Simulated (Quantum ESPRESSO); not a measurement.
Si2PNO5 (made-up cell) (calculated)

Computed with Quantum ESPRESSO 7.5. Calculation on a made-up crystal cell, not a measurement, with one named mistake planted (healthy values lack it): periodic Kohn-Sham density functional theory in plane waves with PseudoDojo standard norm-conserving scalar-relativistic pseudopotentials, each functional with its own files (v0.5 for PBE, v0.4.1 for LDA and PBEsol), no spin polarisation, no spin-orbit coupling, atoms not relaxed, stress positive in tension, energies less a fixed whole-eV offset for each atom's element; levels are Kohn-Sham levels at fractions of this cell's reciprocal vectors, counted from the reference band (half the neutral cell's valence electrons, rounded up) at Gamma; error bars cover cutoff and k-mesh only, not smearing or the files; each bar is the largest change over components, and at least 0.002 eV, 0.002 eV per angstrom or 0.02 GPa; a charged cell sits in a uniform background, with energy and stress on this program's zero of potential; no dispersion term; energies are for the whole cell, and the offsets were chosen from early runs and are not element reference energies; a distance is the largest change of any value in units of its error bar (the energy's for the smearing term), a scale change is of lengths, and a coarse mesh keeps the half-step shift; machines and their load varied, so run times do not measure scaling.

```json
{"formula": "Si2PNO5", "kind": "made-up cell", "intended_structure": {"cell_angstrom": [[4.9352, -0.0625, 0.0729], [-2.5217, 4.2506, -0.0576], [0.08, -0.0269, 5.3539]], "atoms_fractional": [["P", 0.4707, 0.00272, 0.66709], ["Si", 0.00638, 0.47836, 0.3311], ["Si", 0.53403, 0.51972, -0.01343], ["O", 0.41399, 0.27443, 0.79262], ["O", 0.7434, 0.13064, 0.44013], ["N", 0.85563, 0.5796, 0.11728], ["O", 0.25771, 0.40699, 0.2095], ["O", 0.17759, 0.73736, 0.54718], ["O", 0.57522, 0.85744, 0.88083]]}, "given": {"lattice_type": "quartz", "intended_functional": "pbe", "intended_cutoff [eV]": 1143, "intended_fermi_dirac_smearing [eV]": 0.025, "intended_scf_tolerance [eV]": 1e-07, "intended_electrons_removed": 0, "healthy_free_energy_less_offsets [eV]": 5.368, "healthy_scf_iterations": 12, "healthy_smearing_term_minus_ts [eV]": 0.0, "healthy_pressure [GPa]": 8.58, "healthy_stress_xx [GPa]": -3.16, "healthy_stress_yy [GPa]": -13.86, "healthy_stress_zz [GPa]": -8.71, "healthy_stress_yz [GPa]": -12.67, "healthy_stress_xz [GPa]": -3.75, "healthy_stress_xy [GPa]": -4.82, "healthy_reference_band": 24, "fault_kind": "wrong functional", "fault_functional": "pbesol", "faulty_run_command": "mpirun -np 4 pw.x -nk 4 -in in", "faulty_run_processor": "AMD EPYC, Zen 5 class, virtual cores", "intended_k_mesh": "5 x 5 x 4, shifted by half a step", "structure_shown": "as intended, without the mistake", "atom_site": [1, 2, 3, 4, 5, 6, 7, 8, 9], "atom_energy_offset [eV]": [-189, -115, -115, -452, -452, -283, -452, -452, -452], "healthy_force_site": [1, 2, 3, 4, 5, 6, 7, 8, 9], "healthy_force_x [eV/angstrom]": [2.921, -1.194, 0.828, 1.287, -2.619, -0.787, 1.767, -0.726, -1.478], "healthy_force_y [eV/angstrom]": [1.031, -0.225, 6.338, -8.937, -2.059, 0.979, -0.33, 1.497, 1.707], "healthy_force_z [eV/angstrom]": [0.809, -4.358, 9.655, -9.167, 4.454, -0.949, -0.487, 2.278, -2.234], "healthy_level_k_point": ["Gamma", "(1/2,1/2,1/2)", "(0.15,0,0)", "(0,0.15,0)", "(0,0,0.15)"], "healthy_next_band_up [eV]": [2.475, 3.558, 2.654, 2.769, 2.634]}, "results": {"faulty_free_energy_less_offsets [eV]": 12.95, "faulty_scf_iterations": 12, "faulty_smearing_term_minus_ts [eV]": 0.0, "faulty_pressure [GPa]": 5.117, "faulty_stress_xx [GPa]": 0.07354, "faulty_stress_yy [GPa]": -10.23, "faulty_stress_zz [GPa]": -5.192, "faulty_stress_yz [GPa]": -12.46, "faulty_stress_xz [GPa]": -3.954, "faulty_stress_xy [GPa]": -4.759, "faulty_force_site": [1, 2, 3, 4, 5, 6, 7, 8, 9], "faulty_force_x [eV/angstrom]": [2.907, -1.104, 0.7277, 1.415, -2.695, -0.8036, 1.692, -0.5832, -1.555], "faulty_force_y [eV/angstrom]": [0.9894, -0.2615, 6.256, -8.88, -1.96, 0.9091, -0.2359, 1.549, 1.634], "faulty_force_z [eV/angstrom]": [0.8087, -4.254, 9.518, -9.023, 4.498, -0.9205, -0.5362, 2.231, -2.323], "faulty_reference_band": 24, "faulty_level_k_point": ["Gamma", "(1/2,1/2,1/2)", "(0.15,0,0)", "(0,0.15,0)", "(0,0,0.15)"], "faulty_next_band_up [eV]": [2.452, 3.558, 2.637, 2.753, 2.614], "other_mistakes_compared": 7, "distance_from_healthy [error bars]": 3286.0, "distance_from_nearest_other_mistake [error bars]": 1621.0, "healthy_error_bar_energy [eV]": 0.002308, "healthy_error_bar_stress [GPa]": 0.02367, "healthy_error_bar_force [eV/angstrom]": 0.002, "healthy_error_bar_next_band_up [eV]": 0.002, "faulty_wall_time_of_scf_and_band_steps_on_a_shared_machine [s]": 50.3}}
```
